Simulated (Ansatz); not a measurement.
TiSi:
```
CELL_PARAMETERS angstrom
      1.80412    -2.06641     0.00000
      1.80412     2.06641     0.00000
      0.00000     0.00000     3.78911
ATOMIC_POSITIONS crystal
  Ti 0.50000 0.50000 0.00000
  Si 0.00000 0.00000 0.50000
```

Relaxed with PBEsol. Special points in fractions of this cell's reciprocal vectors: Γ (0.000, 0.000, 0.000); Y (-0.500, 0.500, 0.000); C0 (-0.441, 0.559, 0.000); Σ0 (0.441, 0.441, 0.000); Z (0.000, 0.000, 0.500); A0 (0.441, 0.441, 0.500); E0 (-0.441, 0.559, 0.500); T (-0.500, 0.500, 0.500); S (0.000, 0.500, 0.000); R (0.000, 0.500, 0.500).

Question: List the band energies nearest the Fermi level at these points for PBEsol in the plane-wave PAW code Ansatz.

Answer: In eV from the Fermi level; about four levels below and three above (degenerate sets whole), none deeper than 8.9 eV; points with the same levels are listed once.

```json
[
 {"k": "Γ", "below": "-2.56 -1.81 -1.25", "above": "1.78 2.40 3.13"},
 {"k": "Y", "below": "-1.67 -1.35 -0.97 -0.43", "above": "2.95 3.25 4.46"},
 {"k": "C0", "below": "-2.84 -0.87 -0.77 -0.33", "above": "3.37 3.81 4.16"},
 {"k": "Z", "below": "-6.64 -0.94", "above": "0.49 0.75 1.71"},
 {"k": "A0", "below": "-4.82 -4.67 -3.87 -1.95", "above": "2.17 2.33 2.42"},
 {"k": "T", "below": "-4.96 -3.98 -3.57 -2.88", "above": "2.21 2.50 2.82"},
 {"k": "S", "below": "-7.69 -6.53 -3.04 -0.85", "above": "1.67 2.47 4.47"},
 {"k": "R", "below": "-8.06 -4.99 -2.63 -1.77", "above": "1.37 1.83 1.99"}
]
```

Space group Cmmm. The workflow started from a Materials Project entry (that database holds measured and hypothetical structures alike); the Crystallography Open Database copy checked does not list it. COD files the formula under space group No. 25. Its standing as an ambient phase is unchecked. The PBEsol relaxation kept the symmetry of its start; whether a distortion lowers the energy is not shown. No spin polarisation was allowed.

Potentials: the earlier of the program's two PAW sets. The files were generated under PBE; for other functionals the program regenerates the frozen cores, and for LDA and PBEsol the local potential too.
